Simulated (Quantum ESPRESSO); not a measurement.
Si₆BN (made-up cell) (calculated)

Calculation on a made-up crystal cell, not a measurement: periodic Kohn-Sham density functional theory in plane waves with PseudoDojo standard norm-conserving scalar-relativistic pseudopotentials, each functional with its own files (v0.5 for PBE, v0.4.1 for LDA and PBEsol), no spin polarisation, no spin-orbit coupling, atoms not relaxed, stress positive in tension, energies less a fixed whole-eV offset for each atom's element; levels are Kohn-Sham levels at fractions of this cell's reciprocal vectors, counted from the reference band (half the neutral cell's valence electrons, rounded up) at Gamma; error bars cover cutoff and k-mesh only, not smearing or the files; added strain carries the atoms with the cell, and shear is the tensor component; each bar is the largest change over components, and at least 0.002 eV, 0.002 eV per angstrom or 0.02 GPa; energies are for the whole cell, and the offsets were chosen from early runs and are not element reference energies. Program: Quantum ESPRESSO 7.5.

Common to all runs: lattice type zincblende/diamond; functional pbe; cutoff 1143 eV; fermi dirac smearing 0.1 eV; scf tolerance 1e-07 eV; electrons removed 0; added strain kind zz; k mesh 6 x 6 x 6, shifted by half a step.

(1) Si₆BN (made-up cell)

Unstrained structure:
```cif
# cell vector a (Å): 5.3948 0.0321 0.0329
# cell vector b (Å): 0.0321 5.4337 -0.0058
# cell vector c (Å): 0.0329 -0.0058 5.2798
data_Si6BN
_symmetry_space_group_name_H-M 'P 1'
_symmetry_Int_Tables_number 1
_cell_length_a 5.3950
_cell_length_b 5.4338
_cell_length_c 5.2799
_cell_angle_alpha 90.122
_cell_angle_beta 89.294
_cell_angle_gamma 89.321
_cell_volume 154.76
loop_
_atom_site_label
_atom_site_type_symbol
_atom_site_fract_x
_atom_site_fract_y
_atom_site_fract_z
_atom_site_occupancy
Si1 Si 0.00111 0.02168 0.00358 1
Si2 Si 0.99493 0.49593 0.47487 1
B1 B 0.49333 0.99566 0.49001 1
N1 N 0.50499 0.51221 0.97980 1
Si3 Si 0.25097 0.23280 0.25802 1
Si4 Si 0.25108 0.75910 0.74157 1
Si5 Si 0.73656 0.24404 0.75584 1
Si6 Si 0.75970 0.75159 0.24508 1
```

* added strain: -0.0186
* structure shown: before the added strain of -0.0186
* free energy less offsets: 2.85 eV
* smearing term minus ts: -0.04056 eV
* scf iterations: 11
* pressure: -10.4 GPa
* stress xx: 11.36 GPa
* stress yy: 11.99 GPa
* stress zz: 7.863 GPa
* stress yz: 0.7164 GPa
* stress xz: -0.6351 GPa
* stress xy: 0.5419 GPa
* fermi level: -0.06961 eV
* reference band: 16
* error bar energy: 0.008562 eV
* error bar stress: 0.02274 GPa
* error bar force: 0.007751 eV/Å
* error bar next band up: 0.002 eV
* error bar fermi level: 0.01355 eV
* error bars from: tighter rerun of a related cell

Atoms:
| atoms element | atom site | atom energy offset (eV) |
| --- | --- | --- |
| Si | 1 | -115 |
| Si | 2 | -115 |
| B | 3 | -79 |
| N | 4 | -283 |
| Si | 5 | -115 |
| Si | 6 | -115 |
| Si | 7 | -115 |
| Si | 8 | -115 |

Forces:
| site | x (eV/Å) | y (eV/Å) | z (eV/Å) |
| --- | --- | --- | --- |
| 1 | -0.09667 | -1.258 | -0.5102 |
| 2 | 0.3626 | -0.2674 | 1.9 |
| 3 | 0.273 | -0.0373 | 0.2793 |
| 4 | 0.2282 | -0.2582 | -0.05956 |
| 5 | 2.981 | 0.1433 | 0.581 |
| 6 | 2.034 | -0.2969 | -0.5929 |
| 7 | -2.489 | 1.097 | -1.23 |
| 8 | -3.293 | 0.8775 | -0.3679 |

Levels:
| level k point | next band up (eV) |
| --- | --- |
| Gamma | 0.148 |
| (1/2,1/2,1/2) | -0.1571 |
| (0.15,0,0) | -0.01184 |
| (0,0.15,0) | 0.00918 |
| (0,0,0.15) | -0.0527 |

(2) Si₆BN (made-up cell)

Structure as in entry 1.

* added strain: -0.014
* structure shown: before the added strain of -0.014
* free energy less offsets: 2.886 eV
* smearing term minus ts: -0.04056 eV
* scf iterations: 11
* pressure: -10.65 GPa
* stress xx: 11.47 GPa
* stress yy: 12.12 GPa
* stress zz: 8.367 GPa
* stress yz: 0.7111 GPa
* stress xz: -0.6007 GPa
* stress xy: 0.5212 GPa
* fermi level: -0.06846 eV
* reference band: 16
* error bar energy: 0.008562 eV
* error bar stress: 0.02274 GPa
* error bar force: 0.007751 eV/Å
* error bar next band up: 0.002 eV
* error bar fermi level: 0.01355 eV
* error bars from: tighter rerun of a related cell

Atoms:
| atoms element | atom site | atom energy offset (eV) |
| --- | --- | --- |
| Si | 1 | -115 |
| Si | 2 | -115 |
| B | 3 | -79 |
| N | 4 | -283 |
| Si | 5 | -115 |
| Si | 6 | -115 |
| Si | 7 | -115 |
| Si | 8 | -115 |

Forces:
| site | x (eV/Å) | y (eV/Å) | z (eV/Å) |
| --- | --- | --- | --- |
| 1 | -0.08891 | -1.249 | -0.5081 |
| 2 | 0.3569 | -0.2643 | 1.89 |
| 3 | 0.2653 | -0.04156 | 0.2728 |
| 4 | 0.2289 | -0.2605 | -0.06857 |
| 5 | 2.937 | 0.1299 | 0.58 |
| 6 | 2.011 | -0.2837 | -0.5891 |
| 7 | -2.455 | 1.091 | -1.22 |
| 8 | -3.255 | 0.8787 | -0.3574 |

Levels:
| level k point | next band up (eV) |
| --- | --- |
| Gamma | 0.1488 |
| (1/2,1/2,1/2) | -0.1659 |
| (0.15,0,0) | -0.01147 |
| (0,0.15,0) | 0.009952 |
| (0,0,0.15) | -0.04602 |

(3) Si₆BN (made-up cell)

Structure as in entry 1.

* added strain: -0.01
* structure shown: before the added strain of -0.01
* free energy less offsets: 2.919 eV
* smearing term minus ts: -0.0406 eV
* scf iterations: 11
* pressure: -10.86 GPa
* stress xx: 11.56 GPa
* stress yy: 12.22 GPa
* stress zz: 8.801 GPa
* stress yz: 0.706 GPa
* stress xz: -0.5689 GPa
* stress xy: 0.4993 GPa
* fermi level: -0.06627 eV
* reference band: 16
* error bar energy: 0.008562 eV
* error bar stress: 0.02274 GPa
* error bar force: 0.007751 eV/Å
* error bar next band up: 0.002 eV
* error bar fermi level: 0.01355 eV
* error bars from: tighter rerun of a related cell

Atoms:
| atoms element | atom site | atom energy offset (eV) |
| --- | --- | --- |
| Si | 1 | -115 |
| Si | 2 | -115 |
| B | 3 | -79 |
| N | 4 | -283 |
| Si | 5 | -115 |
| Si | 6 | -115 |
| Si | 7 | -115 |
| Si | 8 | -115 |

Forces:
| site | x (eV/Å) | y (eV/Å) | z (eV/Å) |
| --- | --- | --- | --- |
| 1 | -0.08276 | -1.241 | -0.5079 |
| 2 | 0.3518 | -0.2608 | 1.879 |
| 3 | 0.2587 | -0.04541 | 0.267 |
| 4 | 0.2295 | -0.2625 | -0.07619 |
| 5 | 2.898 | 0.1189 | 0.5797 |
| 6 | 1.991 | -0.2723 | -0.5855 |
| 7 | -2.425 | 1.085 | -1.209 |
| 8 | -3.221 | 0.8783 | -0.3468 |

Levels:
| level k point | next band up (eV) |
| --- | --- |
| Gamma | 0.1509 |
| (1/2,1/2,1/2) | -0.1717 |
| (0.15,0,0) | -0.009764 |
| (0,0.15,0) | 0.01194 |
| (0,0,0.15) | -0.03925 |

(4) Si₆BN (made-up cell)

Structure as in entry 1.

- added strain: -0.0034
- structure shown: before the added strain of -0.0034
- free energy less offsets: 2.978 eV
- smearing term minus ts: -0.04076 eV
- scf iterations: 11
- pressure: -11.2 GPa
- stress xx: 11.71 GPa
- stress yy: 12.38 GPa
- stress zz: 9.507 GPa
- stress yz: 0.6964 GPa
- stress xz: -0.52 GPa
- stress xy: 0.4685 GPa
- fermi level: -0.0605 eV
- reference band: 16
- error bar energy: 0.008562 eV
- error bar stress: 0.02274 GPa
- error bar force: 0.007751 eV/Å
- error bar next band up: 0.002 eV
- error bar fermi level: 0.01355 eV
- error bars from: tighter rerun of this cell

Atoms:
| atoms element | atom site | atom energy offset (eV) |
| --- | --- | --- |
| Si | 1 | -115 |
| Si | 2 | -115 |
| B | 3 | -79 |
| N | 4 | -283 |
| Si | 5 | -115 |
| Si | 6 | -115 |
| Si | 7 | -115 |
| Si | 8 | -115 |

Forces:
| site | x (eV/Å) | y (eV/Å) | z (eV/Å) |
| --- | --- | --- | --- |
| 1 | -0.07294 | -1.228 | -0.506 |
| 2 | 0.3438 | -0.2554 | 1.862 |
| 3 | 0.2479 | -0.05182 | 0.2573 |
| 4 | 0.2305 | -0.2657 | -0.08921 |
| 5 | 2.836 | 0.1011 | 0.5794 |
| 6 | 1.959 | -0.2545 | -0.5804 |
| 7 | -2.378 | 1.076 | -1.193 |
| 8 | -3.167 | 0.8784 | -0.3302 |

Levels:
| level k point | next band up (eV) |
| --- | --- |
| Gamma | 0.1572 |
| (1/2,1/2,1/2) | -0.1764 |
| (0.15,0,0) | -0.00461 |
| (0,0.15,0) | 0.01729 |
| (0,0,0.15) | -0.02649 |
